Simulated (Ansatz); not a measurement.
Co:
Space group P6₃/mmc (No. 194); a = b = 2.4277 Å, c = 7.8636 Å, α = β = 90.00°, γ = 120.00°

```csv
atom,site,symmetry,x,y,z
Co,2a,-3m.,0.0000,0.0000,0.0000
Co,2c,-6m2,0.3333,0.6667,0.2500
```
The run is spin-polarised.

Relaxed at zero pressure with DFT-LDA in the program Ansatz with PAW potentials.

**Question.** The volume is lowered by 6 % and shape and atoms relax at that volume. What pressure results, and how do the axes share the change?

**Answer.** 19.6 GPa; a -2.0 %, b -2.0 %, c -2.1 %; the energy rises by 35 meV/atom.

**Question.** Give the new structure.

**Answer.** 
Space group P6₃/mmc (No. 194); a = b = 2.379 Å, c = 7.699 Å, α = β = 90.00°, γ = 120.00°

```
atom  site  symmetry       x       y       z
----  ----  --------  ------  ------  ------
Co      2a      -3m.  0.0000  0.0000  0.0000
Co      2c      -6m2  0.3333  0.6667  0.2500
```

The phase is kept; no other phase was compared at this pressure.

Space group P6_3/mmc (dhcp (α-La type)). The first step of the workflow began from a Materials Project structure, measured or hypothetical. Its sites differ from those of the usual phase in this space group: another stacking or structure type. Symmetry was held in the LDA relaxation; whether a distortion lowers the energy is not shown. Spin order of the final state: ferromagnetic, chosen from 5 collinear starts compared on coarse meshes (ties went to the first, and starts can fall back to one state), not a proven ground state. Axis ratios of metals converge slowly with the k-mesh, so a and c are less sure than the volume.

Potentials: the later of the program's two PAW sets.
